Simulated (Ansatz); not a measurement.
## C: do energies and stresses tell the same story?

All numbers below come from DFT PBE, scalar-relativistic, plane waves, PAW (Ansatz).

Cutoff 420 eV; k points 12×12×2 on the computed 12-atom cell (Γ-centred); Gaussian smearing, width 0.02 eV; no spin polarisation.

Relaxed cell: P6_3/mmc, a = 2.520 Å, b = 2.520 Å, c = 12.429 Å, α = 90.00°, β = 90.00°, γ = 120.00°, 12 atoms in the primitive cell.

Energies at zero smearing and pressures from the stress tensor, at volumes with shape and atoms relaxed:
| V (Å³/atom) | E − E(first) (meV/atom) | P (GPa) |
| --- | --- | --- |
| 5.015 | 0.00 | 69.99 |
| 5.185 | -62.98 | 48.58 |
| 5.356 | -104.68 | 30.05 |
| 5.527 | -127.96 | 13.96 |
| 5.698 | -135.24 | 0.00 |
| 5.869 | -128.61 | -12.12 |
| 6.040 | -109.96 | -22.65 |
| 6.268 | -69.02 | -34.54 |

Check P = −dE/dV between neighbouring volumes, and get the bulk modulus from the pressures alone.

With 1 eV/Å³ = 160.2 GPa:
```tsv
middle V (Å³/atom)	−ΔE/ΔV (GPa)	mean P (GPa)
5.100	59.022	59.284
5.271	39.090	39.314
5.442	21.814	22.002
5.613	6.823	6.980
5.784	-6.212	-6.059
5.955	-17.483	-17.383
6.154	-28.774	-28.592
```

The two differ by 0.26 GPa at most. The mean of two end pressures misses the average over a step by about ΔV² P″/12, up to 0.25 GPa here; with that taken off 0.02 GPa remains. Around V = 5.698 Å³/atom, the two neighbours give B = −V ΔP/ΔV = 5.698 × 26.08 / 0.342 = 434.6 GPa, against B0 = 432.8 GPa from the Birch–Murnaghan fit of the energies.

Cost: 9 runs of about 3.5 core-minutes in all, on Arm Neoverse V1 (shared hosts).